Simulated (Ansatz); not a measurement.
BAs:
```yaml
crystal:
  lattice:
    - [3.36464, 0.00000, 0.00000]
    - [-1.68232, 2.91386, 0.00000]
    - [0.00000, 0.00000, 5.57364]
  atoms:
    - { symbol: B, position: [0.33333, 0.66667, 0.37458] }
    - { symbol: B, position: [0.66667, 0.33333, 0.87458] }
    - { symbol: As, position: [0.33333, 0.66667, 0.00042] }
    - { symbol: As, position: [0.66667, 0.33333, 0.50042] }
```

Relaxed with r²SCAN. Special points in fractions of this cell's reciprocal vectors: Γ (0.000, 0.000, 0.000); M (0.500, 0.000, 0.000); K (0.333, 0.333, 0.000); A (0.000, 0.000, 0.500); L (0.500, 0.000, 0.500); H (0.333, 0.333, 0.500).

Problem. List the band energies nearest the valence-band maximum at these points for r²SCAN (plane waves, PAW; program Ansatz).

Solution. In eV from the valence-band maximum; about four levels below and three above (degenerate sets whole), none deeper than 8.9 eV; points with the same levels are listed once.

```tsv
k	below	above
Γ	-2.21 -2.21 -0.40 0.00 0.00	2.43 2.87 2.87
M	-6.48 -4.48 -4.15 -2.19	1.33 3.95 4.57
K	-7.37 -5.03 -5.03 -4.79	1.55 6.65 6.65
A	-1.35 -1.35 -1.35 -1.35	3.15 3.15 4.40 4.40 4.40 4.40
L	-3.56 -3.56 -3.52 -3.52	1.98 1.98 3.03 3.03
H	-6.37 -6.37 -3.00 -3.00	2.99 2.99 5.26 5.26
```

Space group P6_3mc (wurtzite). The workflow started from a Materials Project entry (that database holds measured and hypothetical structures alike); the Crystallography Open Database copy checked does not list it. It is not the phase usual at ambient conditions (space group No. 216). The cell was relaxed with r²SCAN under the symmetry of its start; its stability against distortions is not shown here. Scalar-relativistic: spin–orbit coupling is off unless named, which matters more the heavier the elements.

Potentials: the earlier of the program's two PAW sets. The files were generated under PBE; for other functionals the program regenerates the frozen cores, and for LDA and PBEsol the local potential too.
